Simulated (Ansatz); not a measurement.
Theory: DFT PBE, scalar-relativistic, plane waves, PAW, and for the lanthanide a 4f-in-core norm-conserving potential (Ansatz 0.2.0). All cells share a 690 eV cutoff and Γ-centred k meshes spaced at most about 0.3 Å⁻¹ (about 0.25 or finer for metals, 2π included). No spin polarisation in the final relaxations.

Temperature and zero-point effects are left out.

Two forms of HoO3 were relaxed alike.

A.

```xyz
4
Lattice="3.7400 0.0000 0.0000 -1.8700 3.2389 0.0000 0.0000 0.0000 4.5031" Properties=species:S:1:pos:R:3 pbc="T T T"
Ho    0.0000    0.0000    2.2515
O     0.0000    2.1593    3.0713
O     1.8700    1.0796    1.4318
O     0.0000    0.0000    0.0000
```

B.

```xyz
4
Lattice="3.4127 0.0000 0.0000 0.0000 3.4127 0.0000 0.0000 0.0000 4.3353" Properties=species:S:1:pos:R:3 pbc="T T T"
Ho    0.0000    0.0000    0.0000
O     1.7064    1.7064    3.5933
O     0.0000    0.0000    2.1677
O     1.7064    1.7064    0.7420
```

Task: Which would you expect to be lower, and how large is the difference?

Result: B is lower, by 232 meV/atom. A has space group P-3m1 (No. 164), 13.6 Å³/atom and no gap on its mesh; B has space group P4/mmm (No. 123), 12.6 Å³/atom and no gap. Counting O atoms around Ho (those within 1.25 times the shortest such distance or 1.15 times the sum of covalent radii, 1.27 where that leaves under three; a plus sign parts nearer from farther groups), A has Ho 8 and B has Ho 2+8. B holds O–O pairs (shortest 1.48 Å, as in peroxide); in A the shortest O–O distance is 2.59 Å. The denser one is the lower, and pressure would at first widen the difference. Both come from invented guesses. A third cell relaxed alike, in P-6m2, lies 43 meV/atom below the lower of the two.

In P-3m1, P4/mmm an odd number of valence electrons (the lanthanide is held trivalent, its 4f shell in the core) allows no gap without spin; another valence of the lanthanide, a larger cell or a magnetic state could open one. A magnetic state wasn't ruled out in cells without spin, among them P-3m1, P4/mmm. Cells relaxed within their symmetry can be saddle points.

The lanthanide is trivalent by construction, without f bands, f moments or other valences.
